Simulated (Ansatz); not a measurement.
# Axial (c/a) deformation path in ZnO

These are results of DFT r2SCAN, scalar-relativistic, plane waves, PAW (Ansatz), not measurements. Cutoff 500 eV, Γ-centred 12×12×6 k-points, Gaussian smearing of 0.05 eV. No spin polarisation. Energies are free energies at this smearing, counted from the undisturbed cell; pressure is positive in compression.

The undisturbed cell (as given, not relaxed at this level; it stands at -1.1 GPa):

```
Zn O
1.0
     3.24940    0.00000    0.00000
    -1.62470    2.81406    0.00000
     0.00000    0.00000    5.20380
Zn O
2 2
Cartesian
  0.0000 1.8760 0.0000
  1.6247 0.9380 2.6019
  0.0000 1.8760 1.9884
  1.6247 0.9380 4.5903
```

At fixed volume and fractional coordinates, lengths along (0.000, 0.000, 1.000) are scaled against those across it; ρ is that ratio over its starting value.

```
    ρ  ΔE (meV/atom) pressure (GPa) gap on the mesh (eV)
0.800          327.8            10.7                  1.27
0.850          166.5             4.8                  1.24
0.920              ?               ?                  1.26
0.960            9.9            -0.8                  1.28
1.000            0.0            -1.1                  1.23
1.050           12.2            -0.4                  1.15
1.100           45.8             1.0                  1.04
1.200          159.9             5.6                  0.75
1.300          315.8               ?                     ?
```

(1) Give the withheld values.

Answers

(1) ΔE (meV/atom) at ρ = 0.920: 41.7; pressure (GPa) at ρ = 0.920: 0.2; pressure (GPa) at ρ = 1.300: 11.4; gap on the mesh (eV) at ρ = 1.300: 0.38.